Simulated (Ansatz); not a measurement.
Relaxed CsPbCl3 (cubic perovskite):

```yaml
crystal:
  lattice:
    - [5.61855, 0.00000, 0.00000]
    - [0.00000, 5.61855, 0.00000]
    - [0.00000, 0.00000, 5.61855]
  atoms:
    - { symbol: Cs, position: [0.00000, 0.00000, 0.00000] }
    - { symbol: Pb, position: [0.50000, 0.50000, 0.50000] }
    - { symbol: Cl, position: [0.00000, 0.50000, 0.50000] }
    - { symbol: Cl, position: [0.50000, 0.50000, 0.00000] }
    - { symbol: Cl, position: [0.50000, 0.00000, 0.50000] }
```

These are PBEsol (plane waves to 420 eV, PAW, scalar-relativistic; Ansatz, a program for electronic structure) values and carry that method's errors. k mesh 5×5×5 (Γ-centred), Fermi-Dirac smearing 0.05 eV. CsPbCl3 was relaxed with its symmetry unable to fall. Spin-orbit coupling is left out, though Pb is heavy. This is a high-temperature form of CsPbCl3.

One atom of the cell was then moved (with its periodic images), all else fixed, and the forces (eV/Å) came out as:

```
atom      Fx      Fy     Fz
----  ------  ------  -----
Cs1    0.094   0.094  0.000
Pb2   -1.997  -1.997  0.000
Cl3    1.854  -0.063  0.000
Cl4    0.111   0.111  0.000
Cl5   -0.063   1.854  0.000
```

Problem. Which atom was moved, and by which vector (Å)?

Solution. Pb2, by (0.40, 0.40, 0.00), 0.56 Å in all.

(A displaced cell: forces are minus the slopes of the energy, force constants its curvatures, and phonons follow from these.)
